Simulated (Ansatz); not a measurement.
**WSe₂ at a changed volume — electric field gradients**

The cell is an entry of the Crystallography Open Database (COD), relaxed with PBE at fixed cell and then changed (volume scaled by 1.06, ions relaxed).

```yaml
crystal:
  lattice:
    - [3.35452, 0.00000, 0.00000]
    - [-1.67726, 2.90510, 0.00000]
    - [0.00000, 0.00000, 13.22438]
  atoms:
    - { symbol: W, position: [0.33333, 0.66667, 0.25000] }
    - { symbol: W, position: [0.66667, 0.33333, 0.75000] }
    - { symbol: Se, position: [0.33333, 0.66667, 0.62432] }
    - { symbol: Se, position: [0.66667, 0.33333, 0.12432] }
    - { symbol: Se, position: [0.33333, 0.66667, 0.87568] }
    - { symbol: Se, position: [0.66667, 0.33333, 0.37568] }
```

Sites (sets of like atoms) are named by element and the number of their first atom in this list.

All values are calculated (Ansatz; DFT, PBE, plane waves and PAW, scalar-relativistic, collinear spin, 420 eV cutoff, Γ-centred 15×15×4 k-points, Fermi–Dirac smearing 0.02 eV), not measured. Start moments as typed (μB): 2 on each W, none on the rest.

Conventions: |V_zz| ≥ |V_yy| ≥ |V_xx|, η = (V_xx − V_yy)/V_zz, C_Q = eQV_zz/h. Directions are in the Cartesian axes of the cell vectors above, for the atom listed; none is given where the gradient is under 0.02 or η is above 0.95.

```tsv
site	first atom	first shell	V_zz (10²¹ V/m²)	η	direction of V_zz (x, y, z)
W	1	6 Se at 2.55 Å	-18.36	0.00	0.00 0.00 1.00
Se	3	3 W at 2.55 Å; also 1 Se at 3.32 Å	-8.51	0.00	0.00 0.00 1.00
```

An axis of threefold or higher order runs through W and Se, so V_zz lies along it and η is zero.

Without spin–orbit coupling the gradients at and beside W can be off by some per cent, at some sites by more. The start moments die out, and the run ends without spin.
